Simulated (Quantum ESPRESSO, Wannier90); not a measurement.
## Tight-binding from DFT: ZrPbO3 (Amm2)

```
CELL_PARAMETERS angstrom
      4.17636     0.00000     0.00000
      0.00000     2.98069     3.06698
      0.00000    -2.98069     3.06698
ATOMIC_POSITIONS crystal
  Zr 0.50000 0.50688 0.50688
  Pb 0.00000 0.94502 0.94502
  O  0.50000 0.03203 0.56315
  O  0.50000 0.56315 0.03203
  O  0.00000 0.55991 0.55991
```

Materials Project entry mp-20337; symmetrised, unrelaxed at this level. COD (Crystallography Open Database) has the formula in 2 space groups, this one among them (matched by group alone). Method: PBEsol plane waves in Quantum ESPRESSO 7.5 (PseudoDojo norm-conserving files, 68 Ry, no spin polarisation, no spin-orbit coupling), Bloch states on a 8×8×8 mesh through Γ, Wannier90 4.0.1. Density: 8×8×8 mesh, cold smearing 0.01 Ry. Spin-orbit coupling is left out although heavy elements are present.

Base run: 18 functions from bands 13-43 of the 43 computed, start hydrogen-like Zr: d; Pb: s;p; O: p, centres 0.05 Å off the atoms, frozen window up to 4.11 eV relative to the valence-band maximum, outer window open. Rows change the key named; with other orbitals the number of functions and the frozen window follow, as listed; window edges are relative to the valence-band maximum. The misfit compares interpolated bands with pw.x on a high-symmetry path, for states up to 3.6 eV relative to the valence-band maximum. Converged means that the tolerances were met: symmetric starts can stop on a saddle, which shows as a larger Ω_OD at equal Ω_I and can move the misfit too.

| setting | functions | frozen to (eV) | Ω_I (Å²) | Ω_D (Å²) | Ω_OD (Å²) | rms misfit (meV) | worst (meV) | ended |
|---|---|---|---|---|---|---|---|---|
| base | 18 | 4.11 | 19.45 | 0.01 | 1.69 | 1.0 | 17 | converged |
| only the lowest 20 of the kept bands | 18 | 4.11 | 21.78 | 0.02 | 1.85 | 0.2 | 2.5 | converged |
| only the lowest 27 of the kept bands | 18 | 4.11 | 19.72 | 0.01 | 1.72 | 0.9 | 15 | converged |
| dis_mix_ratio = 0.2 | 18 | 4.11 | 19.48 | 0.01 | 1.71 | 1.0 | 18 | converged |

Runs of this sweep that didn't settle are not listed.
